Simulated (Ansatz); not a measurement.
Relaxed-ion elastic tensor of Cu (hcp (Mg type), P6_3/mmc) in GPa (Voigt order), the program Ansatz at the PBEsol level (PAW); density 9.32 g/cm³, 11.32 Å³ per atom.

```
 258   149   100   0.0   0.0   0.0
 149   258   100   0.0   0.0   0.0
 100   100   291   0.0   0.0   0.0
 0.0   0.0   0.0  46.4   0.0   0.0
 0.0   0.0   0.0   0.0  46.4   0.0
 0.0   0.0   0.0   0.0   0.0  54.5
```

Question: Is the crystal mechanically stable?

Answer: Yes: the smallest eigenvalue of C is 46.4 GPa.

Question: Work out the Voigt, Reuss and Hill averages.

Answer: K_V = 167, K_R = 167, K_H = 167; G_V = 59.9, G_R = 55.5, G_H = 57.7 GPa.

Question: Give Young's modulus, Poisson's ratio, Pugh's ratio and the universal anisotropy index.

Answer: E = 9KG/(3K + G) = 155 GPa; ν = 0.35; K/G = 2.90 (ductile by the Pugh limit of 1.75); A_U = 5G_V/G_R + K_V/K_R − 6 = 0.39.

Question: Estimate the sound speeds and the Debye temperature.

Answer: v_l = √((K + 4G/3)/ρ) = 5120 m/s, v_t = √(G/ρ) = 2490 m/s, mean 2790 m/s; Θ = (h/k)(3n/4πV)^(1/3) v_m = 371 K.

Question: Solve the Christoffel equation for the three sound speeds along x, y, z.

Answer: Eigenvalues of C_ijkl n_j n_l equal ρv². In km/s, slowest first: x 2.23, 2.42, 5.26; y 2.23, 2.42, 5.26; z 2.23, 2.23, 5.58.

Question: How much does each axis shrink under pressure?

Answer: Linear compressibilities β_i = Σ_j S_ij (j = 1 to 3): x 1.9, y 1.9, z 2.1 per TPa.

The first step of the workflow began from a Materials Project structure, measured or hypothetical; the Crystallography Open Database copy checked does not list it. It is not the phase usual at ambient conditions (space group No. 225). The cell was relaxed with PBEsol under the symmetry of its start; of distortions, only those at the zone centre were tested. The run is not spin-polarised. As this level gives no gap, shear constants depend on the k-mesh and smearing (Fermi–Dirac, 0.1 eV here). On the denser mesh and wider smearing of the elastic run this cell carries a stress of 0.6 GPa.

Potentials: the earlier of the program's two PAW sets.
